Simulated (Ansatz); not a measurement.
**Sensitivity of the gradients in MgAu4Se4Cl4O12 to the input**

Cell: a computed structure from the Materials Project (it need not be an observed phase), taken as it stands.

```cif
data_structure
_symmetry_space_group_name_H-M 'P 1'
_symmetry_Int_Tables_number 1
_cell_length_a 4.8078
_cell_length_b 10.0535
_cell_length_c 11.4006
_cell_angle_alpha 95.738
_cell_angle_beta 93.329
_cell_angle_gamma 93.912
_cell_volume 545.84
loop_
_atom_site_label
_atom_site_type_symbol
_atom_site_fract_x
_atom_site_fract_y
_atom_site_fract_z
_atom_site_occupancy
Mg1 Mg 0.16237 0.73243 0.30365 1
Se2 Se 0.21762 0.10498 0.27054 1
Se3 Se 0.75862 0.30596 0.92531 1
Se4 Se 0.34191 0.77435 0.03395 1
Se5 Se 0.70898 0.86381 0.73402 1
Au6 Au 0.94254 0.45017 0.20193 1
Au7 Au 0.97947 0.01027 0.99520 1
Au8 Au 0.97527 0.58577 0.81176 1
Au9 Au 0.00933 0.96412 0.50023 1
Cl10 Cl 0.61105 0.51637 0.67660 1
Cl11 Cl 0.20037 0.51717 0.37678 1
Cl12 Cl 0.73453 0.76382 0.44179 1
Cl13 Cl 0.29685 0.15560 0.54853 1
O14 O 0.29135 0.04533 0.12475 1
O15 O 0.32601 0.64253 0.92223 1
O16 O 0.89521 0.14776 0.26122 1
O17 O 0.98234 0.81566 0.02733 1
O18 O 0.34943 0.69775 0.15937 1
O19 O 0.02522 0.20728 0.97336 1
O20 O 0.68637 0.39948 0.05139 1
O21 O 0.00488 0.77722 0.76051 1
O22 O 0.16269 0.93484 0.33712 1
O23 O 0.01919 0.40009 0.85748 1
O24 O 0.66483 0.96200 0.86600 1
O25 O 0.87580 0.99400 0.66633 1
```

Atom numbers follow the list; atoms alike are taken as one site, whose name carries the number of the first.

Reference run. Method: Kohn–Sham DFT in Ansatz, PBE, plane waves and PAW, scalar-relativistic, 420 eV cutoff, Γ-centred 6×3×3 k-points, Fermi–Dirac smearing 0.05 eV.

Question: The input is changed as follows: `magnetization`: not typed → {spin_polarized: true}; `hamiltonian.hubbard`: not typed → {sites: [{species: Au, l: d, u_eff: 2.0}], double_counting: fll}. What happens to V_zz (10²¹ V/m²) and η?

Answer: 

| site | atom | V_zz reference | η reference | V_zz changed | η changed |
| --- | --- | --- | --- | --- | --- |
| Mg | 1 | 3.52 | 0.16 | 3.54 | 0.15 |
| Se2 | 2 | -35.9 | 0.31 | -35.9 | 0.31 |
| Se3 | 3 | -31.2 | 0.14 | -31.2 | 0.13 |
| Se4 | 4 | -32.0 | 0.36 | -32.0 | 0.36 |
| Au6 | 6 | -21.8 | 0.54 | -27.2 | 0.42 |
| Au7 | 7 | 7.35 | 0.71 | 7.07 | 0.74 |
| Au8 | 8 | -10.23 | 0.94 | -9.67 | 0.99 |
| Au9 | 9 | -8.40 | 0.31 | -7.35 | 0.43 |
| Cl11 | 11 | 16.88 | 0.75 | 16.80 | 0.76 |
| Cl13 | 13 | 33.5 | 0.07 | 33.8 | 0.07 |
| O16 | 16 | 12.76 | 0.31 | 12.75 | 0.31 |
| O22 | 22 | -15.21 | 0.71 | -15.30 | 0.72 |

The largest change of V_zz is on Au6, from -21.8 to -27.2. In per cent, |V_zz| changes by +1 on Mg, 0 on Se, -12 to +25 on Au, -1 to +1 on Cl, 0 to +1 on O (all sites that start above 0.5). The table leaves out 13 of the 25 sites, with |V_zz| up to 31.87; their tensors move by 0.28 at most along any direction. The statements above cover all sites. SCF iterations: 12 and 16. New warnings: no starting moments.

On the reference run: The largest force is 0.4 eV/Å, so the atoms aren't at the calculated equilibrium and relaxing them would move these values. Spin–orbit coupling is left out, which shifts gradients on Au by a few per cent in wide-gap crystals, and can shift them far more where the calculated gap is small or absent, as here.
